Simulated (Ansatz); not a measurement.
# MgCd2O3: rattling a relaxed structure

The cell was found from a structure generator's guess, not taken from experiment.

Level of theory: DFT PBE, scalar-relativistic, plane waves, PAW in Ansatz. Plane waves to 420 eV, a k mesh through Γ of 12×12×4 on the computed 6-atom cell and Gaussian smearing (0.02 eV); no spin polarisation.

The cell below (6 atoms, space group P-3m1 (No. 164)) is relaxed within its symmetry.

```
Mg Cd O
1.0
     3.23854    0.00000    0.00000
    -1.61927    2.80466    0.00000
     0.00000    0.00000    8.08961
Mg Cd O
1 2 3
Direct
  0.00000 0.00000 0.50000
  0.66667 0.33333 0.82324
  0.33333 0.66667 0.17676
  0.33333 0.66667 0.64134
  0.66667 0.33333 0.35866
  0.00000 0.00000 0.00000
```

For the test a repeat of it with 12 atoms (edges 3.24, 3.24, 16.18 Å) was strained at random (σ = 1.5 % a component), the atoms were moved at random (σ = 0.10 Å), and all was relaxed again on a coarse 6×6×1 mesh (in the run’s order of axes) with 0.10 eV smearing, with no symmetry imposed.

Task: What happens?

Result: It returns, within 1 meV/atom of the unmoved cell on that mesh and with the same symmetry when read at 0.1 Å (C2/m at 0.01 Å, so small strains and shifts remain). No instability shows in this cell; modes of other wave vectors, which need another repeat, aren't tested.
